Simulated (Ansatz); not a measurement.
Level of theory: DFT PBE, scalar-relativistic, plane waves, PAW (Ansatz 0.2.0). All cells share a 420 eV cutoff and Γ-centred k meshes spaced at most about 0.3 Å⁻¹ (about 0.25 or finer for metals, 2π included). No spin polarisation in the final relaxations.

These are static total energies at zero pressure. All come from trial cells, and lower structures may exist.

Question: Order these relaxed structures of Al₃SiPd₂ by energy, lowest first, with the energy over the lowest of them.
A.

```xyz
6
Lattice="2.7035 -4.3723 0.0000 2.7035 4.3723 0.0000 0.0000 0.0000 4.3202" Properties=species:S:1:pos:R:3 pbc="T T T"
Al    2.7035   -1.6326    0.0000
Al    2.7035    1.6326    0.0000
Al    2.7035    0.0000    2.1601
Si    0.0000    0.0000    0.0000
Pd    1.3517   -2.1861    2.1601
Pd    1.3517    2.1861    2.1601
```

B.

```xyz
6
Lattice="4.9231 0.0000 0.0000 0.0000 4.9231 0.0000 0.0000 0.0000 5.1708" Properties=species:S:1:pos:R:3 pbc="T T T"
Al    0.0000    2.4616    2.5854
Al    2.4616    0.0000    2.5854
Al    0.0000    0.0000    0.0000
Si    0.0000    0.0000    2.5854
Pd    2.4616    2.4616    2.5854
Pd    2.4616    2.4616    0.0000
```

C.

```xyz
6
Lattice="3.7124 0.0000 0.0000 0.0000 3.7124 0.0000 0.0000 0.0000 6.9333" Properties=species:S:1:pos:R:3 pbc="T T T"
Al    1.8562    0.0000    6.9327
Al    0.0000    1.8562    6.9327
Al    1.8562    1.8562    2.6095
Si    0.0000    0.0000    4.3076
Pd    1.8562    1.8562    5.1704
Pd    0.0000    0.0000    1.7805
```

Answer: C (0 meV/atom), A (206 meV/atom), B (810 meV/atom). Forms: C P4mm; A Cmmm; B P4/mmm. Counting Al or Pd atoms around Si (for each partner element, those within 1.25 times its shortest distance or 1.15 times the sum of covalent radii, where it is the nearest in units of that sum or under 1.3; a plus sign parts groups by distance over the sum of covalent radii; the shortest distance is added where it exceeds 1.18 times the sum of covalent radii): C has Si 5; A has Si 2+4 from 2.7 Å; B has Si 6.

Cells relaxed within their symmetry can be saddle points. Some candidate types were left out of the draw beforehand, so a known form may be missing.
